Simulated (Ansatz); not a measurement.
Ansatz (a first-principles code) input:

Ansatz 0.2 input:
```yaml
crystal:
  lattice:
    - [-3.4760842196, 3.4760842196, 3.4760842196]
    - [3.4760842196, -3.4760842196, 3.4760842196]
    - [3.4760842196, 3.4760842196, -3.4760842196]
  atoms:
    - { symbol: Li, position: [0.0001081681, 0.5, 0.0] }
    - { symbol: Li, position: [0.5, 0.0, 0.5001081681] }
    - { symbol: Li, position: [0.0, 0.0001081681, 0.5] }
    - { symbol: Li, position: [0.9998918319, 0.9998918319, 0.9998918319] }
    - { symbol: Li, position: [0.4998918319, 0.4998918319, 0.4998918319] }
    - { symbol: Li, position: [0.0, 0.5001081681, 0.5] }
    - { symbol: Li, position: [0.5, 0.0, 0.0001081681] }
    - { symbol: Li, position: [0.5001081681, 0.5, 0.0] }
kpoints:
  mp_grid: { grid: [8, 8, 8] }
hamiltonian:
  xc: r2scan
  pseudopotentials: { azcp: { folder: ./paw }, kind: paw }
scf:
  occupations: { method: gaussian, width: 0.1 }
checkpoint: { read: metal.run }
output: { write_density: true, elf: true, volumetric_format: npy }
basis: { fft_grid_basis: typed }
```

Output (shortened):

```
Pseudopotential: Li, paw, valence charge 3
Functional definition: r2SCAN
Crystal: 8 atoms, lattice volume = 168.008 Å³
Basis set: ecut = 500 eV, 4213 PW (Γ), exchange–correlation on 180×180×180 points (64 copies of the dense FFT grid, shifted against one another)
Bands: 28, of which v1, the nominal top of the filled ones, is band 12 counted from 1 (11 counted from 0)
Symmetry: 24 space group operations
Space group: I-43d (ITA 220), of the structure as read, at distance tolerance 5.5e-5 Å
k-points: 29 of 512 (time reversal used)
Stability of the state it starts from, as read at its close in the unpolarized treatment …
iter 1 solved again at ethr=7.40e-10 eV; its pass at ethr=3.10e-3 eV (dr2=1.78e-7 eV) is discarded
SCF iter   1: F=—  HF=-1641.080883 eV  |F-HF|=—  |Δ(HF+E_count)|=         —  Δρ=1.41e-7  dr2=2.15e-11  dr2_τ=6.43e-14  ethr=7.40e-10  ⟨swp⟩=3.8  Hψ=5392  notcnv=0
preconditioner: auto → Kerker (q_TF=auto, 1.973 Å⁻¹)
SCF iter   2: F=-1641.080883 eV  HF=-1641.080883 eV  |F-HF|=1.09e-11  |Δ(HF+E_count)|=  1.18e-10  Δρ=8.46e-8  dr2=7.87e-12  dr2_τ=2.49e-14  ethr=1.00e-12  ⟨swp⟩=5.5  Hψ=2291  notcnv=0
SCF 1 converged in 2 iterations: F = -1641.080883 eV  dr2 = 7.87e-12
SCF converged after 2 iterations
Free energy (F): -1641.080883 eV
Harris-Foulkes:  -1641.080883 eV  (|F-HF|=1.09e-11)
Internal energy: -1641.059444 eV  (E = F + TS)
E sigma→0 (E₀):  -1641.070164 eV
Entropy (-TS):   -0.021440 eV (-2.680 meV/atom)
Fermi energy:    0.932049 eV
--- Per-component energies (eV) ---
  E_band       = -759.588212
  E_kinetic    = 124.449975
  E_local      = -1129.653382  (includes V_loc(G=0)·N_el)
  E_nonlocal   = -158.737037
  E_hartree    = 326.091761
  E_xc         = -62.486241
  E_vxc        = -88.451289  (∫ρ·V_xc dr)
  E_paw        = -198.008051  (= ΣΔE_a)
  E_vpaw       = -164.193673  (= ΣTr[D̂ρ^β])
  E_aug_tail   = 0.001154  (compensation charges beyond the density's cutoff)
  E_vtau       = 4.812521  (kinetic-family band-sum trace: ∫τ·v_τ [+ j·A + Jᵃ·Aᵃ] dr)
  E_ewald      = -542.717623
  E_smearing   = -0.021440  (= −TS)
  E_closure    =  0.000000  (closes the sum)
  Σ components = -1641.080883   (vs F -1641.080883, Δ=0.00e0)
  [band-id]    e_kinetic+e_local+e_nonlocal+2·e_hartree+e_vxc+e_vpaw+e_augmentation_tail+e_vtau = -759.588208   (vs E_band -759.588212, Δ=3.89e-6)
--- Band table (eV; the first three rows and the last of 29) ---
  k-point 0: bands = ["-47.2088", "-47.1909", "-47.1909", "-47.1909", "-47.1909", "-47.1909", "-47.1909", "-47.1787", "-2.9377", "1.2418", "1.2418", "1.2418", "1.2418", "1.2418", "1.2418", "4.2902", "4.2902", "4.2902", "4.2902", "4.2902", "4.2902", "6.9081", …
  k-point 1: bands = ["-47.2081", "-47.1915", "-47.1909", "-47.1909", "-47.1909", "-47.1909", "-47.1904", "-47.1791", "-2.8570", "0.7730", "1.1817", "1.1817", "1.1820", "1.1820", "1.3445", "4.3306", "4.4928", "4.4928", "4.4928", "4.4928", "4.9491", "6.0937", …
  k-point 2: bands = ["-47.2062", "-47.1935", "-47.1909", "-47.1909", "-47.1909", "-47.1909", "-47.1891", "-47.1805", "-2.6147", "-0.0914", "1.0538", "1.0538", "1.0543", "1.0543", "1.6526", "4.4558", "4.8830", "5.0329", "5.0329", "5.0331", "5.0331", "5.9907", …
  k-point 28: bands = ["-47.1923", "-47.1923", "-47.1923", "-47.1923", "-47.1923", "-47.1923", "-47.1895", "-47.1895", "-0.3161", "-0.3161", "-0.3161", "-0.3161", "-0.3161", "-0.3161", "4.5472", "4.5472", "4.5472", "4.5472", "4.5472", "4.5472", "9.8766", …
```

Cost: about 15 core-seconds (a rough figure) on shared cores.

Space group Im-3m (bcc (W type)). The r²SCAN relaxation kept the symmetry of its start. Point labels and valley counts follow the cell and symmetry of the run, lower than the named group.

Potentials: the earlier of the program's two PAW sets. The files were generated under PBE; for other functionals the program regenerates the frozen cores, and for LDA and PBEsol the local potential too.

Ansatz is a plane-wave DFT program.
